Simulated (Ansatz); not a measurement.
La2WN4 in space group I4/mmm (No. 139; La on 4e, W on 2a, N on 4e, N on 4c) at seven volumes, DFT-PBEsol in the program Ansatz with PAW potentials, shape and atoms relaxed at each. One row is withheld.

| V (Å³/atom) | P (GPa) |
|---|---|
| 12.859 | ? |
| 13.283 | 14.57 |
| 13.707 | 6.69 |
| 14.131 | 0.00 |
| 14.555 | -5.68 |
| 14.979 | -10.46 |
| 15.403 | -14.46 |

### Question
Fit the shown pressures and predict the withheld one.

### Answer
P = (3/2)B₀(x^(7/2) − x^(5/2))[1 + (3/4)(B′ − 4)(x − 1)] with x = (V₀/V)^(2/3). Least squares on the six rows gives V₀ = 14.130 Å³/atom, B₀ = 205 GPa, B′ = 4.60. At V = 12.859, x = 1.0649 and P = 24.02 GPa. The run itself gave 23.83 GPa.

The start of the workflow was typed in or built on a structure type; neither database checked (COD, Materials Project) lists it. Its standing as an ambient phase is unchecked. Symmetry was held in the PBEsol relaxation; its stability against distortions is not shown here. The workflow began spin-polarised and lost its moments. The cell computed holds one magnetic atom, so no antiferromagnetic order was within reach. Scalar-relativistic: spin–orbit coupling is off unless named, which matters more the heavier the elements.

Potentials: the later of the program's two PAW sets.
